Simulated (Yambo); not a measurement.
Yambo run on MgH2 (space group Pca2_1, No. 29). The wavefunctions come from this Quantum ESPRESSO step (PBEsol, PseudoDojo standard norm-conserving files, scalar-relativistic):

```
&CONTROL
  calculation = 'nscf'
  pseudo_dir = './pseudo'
  outdir = './out'
/
&SYSTEM
  ibrav = 0
  nat = 12
  ntyp = 2
  ecutwfc = 84.0
  ecutrho = 336.0
  occupations = 'fixed'
  force_symmorphic = .true.
  nbnd = 160
/
&ELECTRONS
  conv_thr = 1.2000000000000002e-08
  diago_full_acc = .true.
  diago_thr_init = 1e-08
/
ATOMIC_SPECIES
H 1.0080 H.upf
Mg 24.3050 Mg.upf
CELL_PARAMETERS angstrom
  4.863750000000   0.000000000000   0.000000000000
  0.000000000000   4.646010000000   0.000000000000
  0.000000000000   0.000000000000   4.738670000000
ATOMIC_POSITIONS crystal
H   0.242790000000   0.553970000000   0.028820000000
H   0.757210000000   0.446030000000   0.528820000000
H   0.257210000000   0.553970000000   0.528820000000
H   0.742790000000   0.446030000000   0.028820000000
H   0.379780000000   0.093630000000   0.361140000000
H   0.620220000000   0.906370000000   0.861140000000
H   0.120220000000   0.093630000000   0.861140000000
H   0.879780000000   0.906370000000   0.361140000000
Mg   0.970390000000   0.736070000000   0.748440000000
Mg   0.029610000000   0.263930000000   0.248440000000
Mg   0.529610000000   0.736070000000   0.248440000000
Mg   0.470390000000   0.263930000000   0.748440000000
K_POINTS automatic
2 2 2 0 0 0
```

Yambo input:

```
rim_cut
gw0
dyson
el_el_corr
HF_and_locXC
ppa
em1d
RandQpts= 1000000
RandGvec= 1 Ry
EXXRLvcs= 84 Ry
VXCRLvcs= 336 Ry
Chimod= "HARTREE"
% BndsRnXp
 17 | 159 |
%
NGsBlkXp= 7 Ry
% LongDrXp
 1.0 | 1.0 | 1.0 |
%
PPAPntXp= 27.2114 eV
% GbndRnge
 1 | 159 |
%
GTermKind= "BG"
DysSolver= "n"
ExtendOut
% QPkrange
 1 | 1 | 24 | 25 |
 2 | 2 | 24 | 25 |
 3 | 3 | 24 | 25 |
 4 | 4 | 24 | 25 |
 6 | 6 | 24 | 25 |
 7 | 7 | 24 | 25 |
 8 | 8 | 24 | 25 |
%
```

k points by index: 1 = Γ, 2 = (0, 0, -0.5), 3 = (0, -0.5, 0), 4 = (0, -0.5, -0.5), 6 = (-0.5, 0, -0.5), 7 = (-0.5, -0.5, 0), 8 = (-0.5, -0.5, -0.5).

Table of the .qp output:

```
#    K-point    Band    Eo [eV]    E [eV]    E-Eo [eV]    Vxc [eV]    Vnlxc [eV]    Sc|Eo [eV]    Sc|E [eV]    dSc/dw|Eo [eV]    Re(Z)    Im(Z)
#
    1    24    0.000000    -1.017631    -1.017631    -11.57856    -14.64727    1.769329    2.051077    -7.532830    0.783188    -0.001727
    1    25    2.942860    3.547418    0.604557    -9.334787    -5.046483    -3.538176    -3.683746    -6.550437    0.805978    -0.001627
    2    24    -1.289749    -2.294651    -1.004902    -11.05616    -14.26368    1.916213    2.202624    -7.754394    0.778225    -0.001807
    2    25    2.686378    3.451716    0.765338    -9.529724    -4.924382    -3.658491    -3.840003    -6.452199    0.808330    -0.001613
    3    24    -0.023445    -1.057103    -1.033658    -11.60814    -14.73451    1.806048    2.092705    -7.545275    0.782908    -0.001727
    3    25    2.078726    2.738123    0.659398    -8.974853    -4.621474    -3.538600    -3.693981    -6.410521    0.809332    -0.001606
    4    24    -1.535359    -2.586050    -1.050691    -11.31575    -14.76225    2.088362    2.395803    -7.960958    0.773654    -0.001858
    4    25    3.491172    4.266120    0.774948    -9.303827    -4.542882    -3.799574    -3.985998    -6.544519    0.806119    -0.001666
    6    24    -1.581998    -2.642089    -1.060091    -11.38558    -14.84829    2.093783    2.402619    -7.926176    0.774420    -0.001844
    6    25    4.035832    4.792076    0.756243    -9.142137    -4.360503    -3.843708    -4.025391    -6.535594    0.806331    -0.001828
    7    24    -1.441060    -2.491463    -1.050402    -11.37717    -14.81466    2.080395    2.387083    -7.943710    0.774034    -0.001804
    7    25    3.719592    4.458790    0.739197    -9.073202    -4.353963    -3.803159    -3.980042    -6.509735    0.806950    -0.001756
    8    24    -3.702372    -4.732449    -1.030077    -10.53703    -14.34962    2.456789    2.782507    -8.602301    0.759796    -0.002425
    8    25    6.477408    7.178411    0.701003    -10.33514    -5.464024    -3.982504    -4.170109    -7.280577    0.788916    -0.001684
```
(The two width columns are left out.) Convergence of these settings isn't established.

Geometry of the Materials Project entry, not relaxed at this level.

The structure is a Materials Project entry; no match was found in the copy of COD used, and its stability was not checked.
